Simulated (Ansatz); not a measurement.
Cu Kα1 powder pattern (kinematic, no thermal factors).
| 2θ (°) | relative intensity |
| --- | --- |
| 20.26 | 18 |
| 35.48 | 100 |
| 35.51 | 33 |
| 41.19 | 4 |
| 41.23 | 7 |
| 51.07 | 68 |
| 55.47 | 3 |
| 55.49 | 3 |
| 63.70 | 17 |
| 67.61 | 3 |
| 75.08 | 10 |
| 75.10 | 21 |
| 75.17 | 3 |
| 85.90 | 14 |
| 85.96 | 14 |
| 89.45 | 1 |

The pattern is computed from a structure relaxed with DFT PBE, scalar-relativistic, plane waves, PAW (Ansatz). No spin polarisation. Its elements are Ga, S.

Task: Give the structure.

Result: Ga2S.
Space group P6/mmm (No. 191). a = 5.057 Å, b = 5.057 Å, c = 2.526 Å, α = 90.00°, β = 90.00°, γ = 120.00°
```tsv
atom	site	symmetry	x	y	z
Ga	2d	-6m2	0.3333	0.6667	0.5000
S	1b	6/mmm	0.0000	0.0000	0.5000
```

A pattern alone doesn't exclude other cells with like lines; this is the one computed.

The structure comes from a generated guess; another structure or a mixture of phases may lie lower.
